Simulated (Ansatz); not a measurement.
input.yaml (Ansatz)

```yaml
crystal:
  lattice:
    - [2.4145900029, 0.0, 0.0]
    - [-1.2072950014, 2.0910962822, 0.0]
    - [0.0, 0.0, 7.8115349939]
  atoms:
    - { symbol: Mn, position: [1.0, 1.0, 1.0], spin: 0.753 }
    - { symbol: Mn, position: [1.0, 1.0, 0.5], spin: 0.753 }
    - { symbol: Mn, position: [0.3333333333, 0.6666666667, 0.25], spin: -0.671 }
    - { symbol: Mn, position: [0.6666666667, 0.3333333333, 0.75], spin: -0.671 }
hamiltonian:
  xc: blyp
  pseudopotentials:
    kind: paw
    azcp:
      Mn: "pseudopotentials/Mn.paw.azcp"
basis:
  ecutwfc: 420
  fft_grid_basis: typed
kpoints:
  mp_grid: { grid: [16, 16, 5], shift: [0, 0, 0] }
magnetization:
  spin_polarized: true
scf:
  occupations: { method: fermi_dirac, width: 0.05 }
  lower_state_search: "off"
output:
  stress: true
```

Terminal output

```
Engine: ansatz 0.2.0, x86_64-unknown-linux-gnu
Pseudopotentials: kind: paw
Pseudopotential: Mn, paw, valence charge 15, recommended cutoff 420 eV (normal) 
Functional definition: BLYP
  parameter beta = 0.0042
  parameter a = 0.04918
  parameter b = 0.132
  parameter c = 0.2533
  parameter d = 0.349
  exchange = b88_x(beta = beta)
  correlation = lyp_c(a = a, b = b, c = c, d = d)
Crystal: 4 atoms, lattice volume = 39.442 Å³
Basis set: ecut = 420 eV, 741 PW (Γ), exchange–correlation on 36×36×108 points (8 copies of the dense FFT grid, shifted against one another)
Bands: 38, of which v1, the nominal top of the filled ones, is band 30 counted from 1 (29 counted from 0)
Symmetry: 24 space group operations
Space group: P63/mmc (ITA 194), of the structure as read, at distance tolerance 3.4e-5 Å
Magnetic group: BNS 194.263 (UNI 1493), of the structure as read, at distance tolerance 3.4e-5 Å
k-points: 90 of 1280
Non-local potential: Mn, projectors of the file, l = 0: 3, l = 1: 2, l = 2: 3, l = 3: 1
PAW form: soft (Blöchl's): semilocal exchange-correlation on the pseudo side does not see the compensation charge
PAW frozen core: Mn, regenerated for the run's functional, and the local potential with it (the file was generated under x = pbe(κ = 0.804, μ = 0.2195149727645171), c = pbe(β = 0.06672455060314922))
PAW one-centre angular grid: Mn, 590 points (default); XC on 64 Gauss nodes
Initial density: superposition of atomic densities (chi_scale 0.1, normalization cell)
Starting moments: Σ|m| = 2.848 μB on 4 of 4 sites
Initial wavefunctions: pseudopotential atomic-orbital guess
Functional: x = b88, c = lyp
SCF iter   1: F=—  HF=-15624.462792 eV  |F-HF|=—  |Δ(HF+E_count)|=         —  Δρ=6.15e-2 (↑6.15e-2 ↓5.88e-2)  dr2=3.05e0  dr2_m=2.46e-1  M=0.053 μB ∫|m|=1.856 μB  β_m=0.30  ethr=3.10e-3  ⟨swp⟩=4.3  Hψ=21131  notcnv=0
SCF iter   2: F=—  HF=-15623.702442 eV  |F-HF|=—  |Δ(HF+E_count)|=   7.60e-1  Δρ=3.32e-2 (↑3.32e-2 ↓2.60e-2)  dr2=6.20e-1  dr2_m=1.21e-1  M=0.032 μB ∫|m|=1.856 μB  β_m=0.30  ethr=3.10e-3  ⟨swp⟩=3.1  Hψ=12160  notcnv=0  defer=172
SCF iter   3: F=—  HF=-15623.679409 eV  |F-HF|=—  |Δ(HF+E_count)|=   2.30e-2  Δρ=6.22e-2 (↑3.56e-2 ↓6.22e-2)  dr2=4.85e0  dr2_m=7.26e-2  M=0.079 μB ∫|m|=1.799 μB  β_m=0.30  ethr=1.03e-3  ⟨swp⟩=2.9  Hψ=11094  notcnv=0  defer=170
...
SCF iter  26: F=—  HF=-15623.556238 eV  |F-HF|=—  |Δ(HF+E_count)|=   1.84e-6  Δρ=6.26e-5 (↑5.94e-5 ↓6.26e-5)  dr2=7.37e-6  dr2_m=1.26e-8  M=0.000 μB ∫|m|=0.000 μB  β_m=0.70  ethr=1.47e-9  ⟨swp⟩=2.4  Hψ=11911  notcnv=0  defer=144
SCF iter  27: F=—  HF=-15623.556237 eV  |F-HF|=—  |Δ(HF+E_count)|=   2.80e-7  Δρ=1.78e-5 (↑1.52e-5 ↓1.78e-5)  dr2=5.63e-7  dr2_m=5.52e-9  M=0.000 μB ∫|m|=0.000 μB  β_m=0.80  ethr=1.47e-9  ⟨swp⟩=1.6  Hψ=7309  notcnv=0  defer=144
iter 28 did not close the SCF: its close was put off for a magnetic moment that had not settled (scf_convergence_deferred on its scf_iter line)
SCF iter  28: F=-15623.556237 eV  HF=-15623.556237 eV  |F-HF|=4.55e-10  |Δ(HF+E_count)|=   1.10e-8  Δρ=2.20e-6 (↑1.49e-6 ↓2.20e-6)  dr2=1.32e-9  dr2_m=8.00e-10  M=0.000 μB ∫|m|=0.000 μB  β_m=0.90  ethr=1.67e-10  ⟨swp⟩=6.0  Hψ=24712  notcnv=0
SCF iter  29: F=-15623.556237 eV  HF=-15623.556237 eV  |F-HF|=3.80e-10  |Δ(HF+E_count)|=   1.54e-9  Δρ=7.07e-7 (↑7.07e-7 ↓6.38e-7)  dr2=4.87e-10  dr2_m=5.77e-11  M=0.000 μB ∫|m|=0.000 μB  ethr=2.20e-12  ⟨swp⟩=1.4  Hψ=19729  notcnv=0
WARN: the starting moments were not kept: the SCF closed with an absolute magnetisation of 1.9e-5 μB, where they sum to 2.848 μB in size (4 sites). That is at most 0.1 of that sum. Measured as dr2_m measures the in/out step, that magnetisation stands 1.2e-10 eV from none, at or under the dr2_threshold of 1.0e-7 eV: it is no larger than a step whose dr2_m would equal this threshold. The system may hold no moment; this SCF shows only that its start led to no more than that. To try another start: raise the starting moments (crystal.atoms[].spin, magnetization.per_species, magnetization.initial_magnetization, or on a non-collinear deck that types none of these the spinor_matrix: blocks that start its atoms; where the total moment is fixed, keep their sum and leave initial_magnetization as it is; typed ones take the place of any that the run laid by itself, positive ones on a crystal's lanthanoids without a Hubbard term where scf.initial_density.shell_occupations: [] is typed) or, if the notice of its spin-set hold's release reads "site moments contracting" or "site moments show no strong build", lengthen the hold (scf.mixing.spin_hold: { on: { confirm: 4 } }; for m-r²SCAN on two components see the key's manual first). Each may lead to a state that holds a moment. A second SCF, from the converged charge density, with the starting moments and any scf.initial_density.shell_occupations laid on it anew, would have followed, and was not run: the deck does not ask for one (magnetization.retry_lost_moments is false, the default). To let it run, set magnetization.retry_lost_moments: true and run the deck again, where that key's refused combinations let it; where memory then withholds it, that run's warning says so.
SCF 1 converged in 29 iterations: F = -15623.556237 eV  dr2 = 4.87e-10
SCF converged after 29 iterations
Magnetization: 0.0000 μB (30.0000 up, 30.0000 down)
Absolute magnetization: 0.0000 μB (∫|ρ↑−ρ↓|, with the PAW one-centre terms)
Spin contamination: 0.0000 ħ² per cell (⟨S²⟩ above its minimum at these occupations)
Per-site moments (μB) at R_I (Å): [(-1.6806940664877442e-7, 0.9897567580318438), (-1.6806940655018812e-7, 0.9897567580318438), (5.496722887769454e-6, 0.9897567580318438), (5.4967228877139284e-6, 0.9897567580318438)]
Free energy (F): -15623.556237 eV
Harris-Foulkes:  -15623.556237 eV  (|F-HF|=3.80e-10)
Internal energy: -15623.518599 eV  (E = F + TS)
E sigma→0 (E₀):  -15623.537418 eV
Entropy (-TS):   -0.037639 eV (-9.410 meV/atom)
Fermi energy:    22.885328 eV
--- Per-component energies (eV) ---
  E_band       = -474.613455
  E_kinetic    = 1249.171689
  E_local      = -5901.137163  (includes V_loc(G=0)·N_el)
  E_nonlocal   = 945.710505
  E_hartree    = 2495.814498
  E_xc         = -459.842933
  E_vxc        = -588.411100  (∫ρ·V_xc dr)
  E_paw        = -5225.759841  (= ΣΔE_a)
  E_vpaw       = -1171.577392  (= ΣTr[D̂ρ^β])
  E_aug_tail   = -0.000042  (compensation charges beyond the density's cutoff)
  E_ewald      = -8727.524842
  E_core_change = 0.049529  (= ΣΔE_core)
  E_smearing   = -0.037639  (= −TS)
  E_closure    = 0.000000  (closes the sum)
  Σ components = -15623.556237   (vs F -15623.556237, Δ=0.00e0)
--- Stress (GPa, compression-positive) ---
       39.377955      -0.000000      -0.000000
        0.000000      39.377955      -0.000000
        0.000000      -0.000000      37.914636
  P = ⅓ Tr σ = 38.8902 GPa (388.902 kbar)
```

Launched by

```sh
ansatz run input.yaml --threads 2 --pin off --max-ram 5120MiB --backend cpu --events-out ev --progress --plain --runs-dir out
```

On 2 threads of Intel(R) Xeon(R) Platinum 8375C CPU @ 2.90GHz (Ice Lake) (shared host) this took about 18 s of wall time and 35 s of CPU time.
